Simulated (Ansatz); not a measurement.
Below is a relaxed structure of ScAlSbP3. The cell was found from a structure generator's guess, not taken from experiment.

Computed with Ansatz 0.2.0, DFT PBE, scalar-relativistic, plane waves, PAW. Cutoff 420 eV, Γ-centred mesh, Gaussian smearing, no spin polarisation.

```xyz
6
Lattice="4.7398 0.0000 0.0000 0.0000 4.7398 0.0000 0.0000 0.0000 5.5136" Properties=species:S:1:pos:R:3 pbc="T T T"
Sc    0.0000    0.0000    0.0000
Al    2.3699    2.3699    2.7568
Sb    2.3699    2.3699    0.0000
P     0.0000    2.3699    2.7568
P     2.3699    0.0000    2.7568
P     0.0000    0.0000    2.7568
```

The zero of energy is the elements' standard structures at the same level; no fitted shifts are applied. The references include black phosphorus.

Question: Find its symmetry and describe it.

Answer: P4/mmm (No. 123). Conventional cell: a = 4.740 Å, c = 5.514 Å. Sc is surrounded by 2 P at 2.76 Å and 4 Sb at 3.35 Å; Al has 4 P at 2.37 Å and 2 Sb at 2.76 Å; Sb is surrounded by 2 Al at 2.76 Å and 4 Sc at 3.35 Å; around P on a site of symmetry mmm lie 2 Al at 2.37 Å and 2 P at 2.37 Å; 1 more site not described.

Question: What is its formation energy per atom?

Answer: −0.05 eV/atom. It lies below the elements, which doesn't yet make it stable against other compounds or structures.

Question: Is it a metal?

Answer: Yes, bands cross the Fermi level on the 8×8×8 mesh.

The last run used an 8×8×8 mesh for its 6-atom cell and Gaussian smearing of 0.10 eV. These runs have no spin–orbit coupling, which can matter for Sb. The reference form of P is held partly by dispersion forces, which this level lacks. Symmetry constrained the relaxation, so the result can be a saddle point.
